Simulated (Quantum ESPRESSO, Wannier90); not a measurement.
**Wannier functions of Bi (C2/m, model phase)**

Materials Project entry mp-23157; symmetrised, unrelaxed at this level. This isn't the element's usual structure (rhombohedral); take it as a model of another phase. Method: LDA plane waves in Quantum ESPRESSO 7.5 (PseudoDojo norm-conserving files, 56 Ry, no spin polarisation, no spin-orbit coupling), Bloch states on a 8×8×10 mesh through Γ, Wannier90 4.0.1. Density: 10×10×14 mesh, cold smearing 0.01 Ry. Spin-orbit coupling is left out although heavy elements are present.

Input w.win:

```
num_bands = 15
num_wann = 8
exclude_bands = 1-10
num_iter = 0
conv_tol = 1.0e-6
conv_window = 4
dis_num_iter = 1000
dis_conv_tol = 1.0e-6
dis_froz_max = 11.52
write_hr = true
write_u_matrices = true
begin projections
Bi: s;p
end projections
begin unit_cell_cart
ang
    3.4886000000   -3.1325800000    0.0000000000
    3.4886000000    3.1325800000    0.0000000000
   -1.2602340000    0.0000000000    3.1135540000
end unit_cell_cart
begin atoms_frac
Bi   0.2469400000  0.2469400000  0.1426200000
Bi  -0.2469400000 -0.2469400000 -0.1426200000
end atoms_frac
mp_grid = 8 8 10
begin kpoints
0.0000000000 0.0000000000 0.0000000000
0.0000000000 0.0000000000 0.1000000000
0.0000000000 0.0000000000 0.2000000000
... (637 more lines: the 8x8x10 mesh through Gamma)
end kpoints
```

On the energy scale of pw.x, whose zero is arbitrary, the Fermi level lies at 10.02 eV. Lines of w_hr.dat (R1 R2 R3 m n Re Im, eV) for R = 0 and one of the shortest lattice vectors, rounded to 0.01 eV, lines under 0.02 eV left out; orbitals in order: Bi1 s, Bi1 pz, Bi1 px, Bi1 py, Bi2 s, Bi2 pz, Bi2 px, Bi2 py.

```
    0    0    0    1    1    -0.10     0.00
    0    0    0    2    1    -0.02     0.00
    0    0    0    3    1    -0.03     0.00
    0    0    0    5    1    -0.49     0.00
    0    0    0    6    1    -0.31     0.00
    0    0    0    7    1    -1.05     0.00
    0    0    0    1    2    -0.02     0.00
    0    0    0    2    2    10.04     0.00
    0    0    0    5    2     0.31     0.00
    0    0    0    6    2    -0.27     0.00
    0    0    0    7    2     0.66     0.00
    0    0    0    1    3    -0.03     0.00
    0    0    0    3    3    10.02     0.00
    0    0    0    5    3     1.05     0.00
    0    0    0    6    3     0.66     0.00
    0    0    0    7    3     1.71     0.00
    0    0    0    4    4    10.03     0.00
    0    0    0    8    4    -0.47     0.00
    0    0    0    1    5    -0.49     0.00
    0    0    0    2    5     0.31     0.00
    0    0    0    3    5     1.05     0.00
    0    0    0    5    5    -0.10     0.00
    0    0    0    6    5     0.02     0.00
    0    0    0    7    5     0.03     0.00
    0    0    0    1    6    -0.31     0.00
    0    0    0    2    6    -0.27     0.00
    0    0    0    3    6     0.66     0.00
    0    0    0    5    6     0.02     0.00
    0    0    0    6    6    10.04     0.00
    0    0    0    1    7    -1.05     0.00
    0    0    0    2    7     0.66     0.00
    0    0    0    3    7     1.71     0.00
    0    0    0    5    7     0.03     0.00
    0    0    0    7    7    10.02     0.00
    0    0    0    4    8    -0.47     0.00
    0    0    0    8    8    10.03     0.00
    0    0   -1    1    1    -0.35     0.00
    0    0   -1    2    1     0.81     0.00
    0    0   -1    3    1    -0.30     0.00
    0    0   -1    7    1     0.03     0.00
    0    0   -1    1    2    -0.77     0.00
    0    0   -1    2    2     1.38     0.00
    0    0   -1    3    2    -0.66     0.00
    0    0   -1    6    2    -0.11     0.00
    0    0   -1    7    2    -0.03     0.00
    0    0   -1    1    3     0.33     0.00
    0    0   -1    2    3    -0.72     0.00
    0    0   -1    3    3    -0.04     0.00
    0    0   -1    5    3    -0.03     0.00
    0    0   -1    6    3    -0.03     0.00
    0    0   -1    7    3    -0.03     0.00
    0    0   -1    4    4    -0.23     0.00
    0    0   -1    2    5     0.04     0.00
    0    0   -1    5    5    -0.35     0.00
    0    0   -1    6    5     0.77     0.00
    0    0   -1    7    5    -0.33     0.00
    0    0   -1    1    6    -0.04     0.00
    0    0   -1    2    6     0.22     0.00
    0    0   -1    3    6     0.13     0.00
    0    0   -1    5    6    -0.81     0.00
    0    0   -1    6    6     1.38     0.00
    0    0   -1    7    6    -0.72     0.00
    0    0   -1    2    7     0.13     0.00
    0    0   -1    3    7     0.03     0.00
    0    0   -1    5    7     0.30     0.00
    0    0   -1    6    7    -0.66     0.00
    0    0   -1    7    7    -0.04     0.00
    0    0   -1    4    8    -0.04     0.00
    0    0   -1    8    8    -0.23     0.00
```
